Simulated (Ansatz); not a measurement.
Relaxed ScCu (CsCl type):

```xyz
4
Lattice="6.3319 0.0000 0.0000 0.0000 3.1660 0.0000 0.0000 0.0000 3.1660" Properties=species:S:1:pos:R:3 pbc="T T T"
Sc     1.5830     1.5830     1.5830
Sc     4.7489     1.5830     1.5830
Cu     0.0000     0.0000     0.0000
Cu     3.1660     0.0000     0.0000
```

The atoms are displaced by Q × the pattern below (from a DFPT mode at X = (0.5, 0.0, 0.0), largest move 1; Q in Å), at fixed cell. It is one choice among 2 degenerate patterns. (q is in reciprocal vectors of the primitive cell; the cell shown is doubled to hold the pattern.)

| atom | x | y | z |
|---|---|---|---|
| Cu3 | 0.000 | 0.000 | 1.000 |
| Cu4 | 0.000 | 0.000 | -1.000 |

Atoms not listed stay in place.

Level of theory: LDA (plane waves to 420 eV, PAW, scalar-relativistic; Ansatz, a first-principles code). k mesh 8×15×15 (Γ-centred), Fermi-Dirac smearing 0.05 eV. With partly filled bands, energies and forces of such displacements shift with the k mesh and the smearing. ScCu is run without spin polarisation. ScCu was relaxed with its symmetry unable to fall. The relaxed volume of ScCu is well below the measured one.

At one point of the scan the forces (eV/Å) are:

```json
[
 {"atom": "Sc1", "Fx": "0.000", "Fy": "0.000", "Fz": "0.000"},
 {"atom": "Sc2", "Fx": "0.000", "Fy": "0.000", "Fz": "0.000"},
 {"atom": "Cu3", "Fx": "0.000", "Fy": "0.000", "Fz": "0.391"},
 {"atom": "Cu4", "Fx": "0.000", "Fy": "0.000", "Fz": "-0.391"}
]
```

Which point is it?
A. Q = -0.187 Å
B. Q = -0.093 Å
C. Q = -0.280 Å
D. Q = -0.233 Å

B, Q = -0.093 Å

(A displaced cell: forces are minus the slopes of the energy, force constants its curvatures, and phonons follow from these.)
